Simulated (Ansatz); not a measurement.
**CoO: which magnetic state is lowest?**

Method: DFT PBEsol, scalar-relativistic, plane waves, PAW (Ansatz).

```
CELL_PARAMETERS angstrom
2.85121 0.00000 0.00000
-1.42561 2.46922 0.00000
0.00000 0.00000 5.13519
ATOMIC_POSITIONS crystal
Co 0.00000 0.00000 0.00000
Co 0.00000 0.00000 0.50000
O 0.33333 0.66667 0.25000
O 0.66667 0.33333 0.75000
```

```
plane-wave cutoff                               : 420 eV
Γ-centred k-mesh                                : 18×18×10
occupation rule                                 : Gaussian smearing, 0.1 eV
list of starting moments (μB, in atom order)    : 3 3 0 0
check for lower electronic states after the SCF : off
```

All runs keep this geometry, which isn't relaxed for the lowest state (largest force there 0.000 eV/Å, pressure -3.5 GPa; forces reach 0.49 eV/Å in another state) and needn't be a stable compound; relaxing each order would shift the differences by some 69 meV/atom, going by the pressures and a bulk modulus of about 150 GPa. Signs run over the atoms with starting moments. A propagation vector, in units of the reciprocal vectors, doubles the cell, which takes an equally dense mesh. The large starts are 4.5 4.5 0 0 μB. The small starts are 0.5 0.5 0 0 μB. No Hubbard U is used, and semilocal functionals often make open-shell oxides metallic. Site moments are spin moments in atom-centred spheres that scale with the neighbour distance. The states are those that the runs reached from these starts; a lower one can exist.

```tsv
start	ends	energy above lowest (meV/atom)	site moments (μB)	gap on mesh (eV)	P (GPa)
no spin	non-magnetic	235	none over 0.05	metal	-19.1
ferromagnetic	ferromagnetic	40.5	Co +2.46 (×2), O +0.38 (×2)	metal	0.0
large parallel starting moments	ferromagnetic	40.5	Co +2.46 (×2), O +0.38 (×2)	metal	0.0
antiferromagnetic in the cell, signs +-	antiferromagnetic	0.00	Co +2.24, Co -2.24	metal	-3.5
antiferromagnetic, doubled cell, propagation vector (0, 0, 1/2)	antiferromagnetic	5.68	Co +2.32 (×2), O +0.33, Co -2.32 (×2), O -0.33	metal	-2.4
antiferromagnetic, doubled cell, propagation vector (0, 1/2, 0)	antiferromagnetic	22.1	Co +2.20 (×2), O -0.10 (×2), O +0.10 (×2), Co -2.20 (×2)	metal	-3.4
small parallel starting moments	ferromagnetic	40.5	Co +2.46 (×2), O +0.38 (×2)	metal	0.0
```

Cost: 7 runs of about 8.7 core-minutes in all, on Arm Neoverse V1 (shared hosts).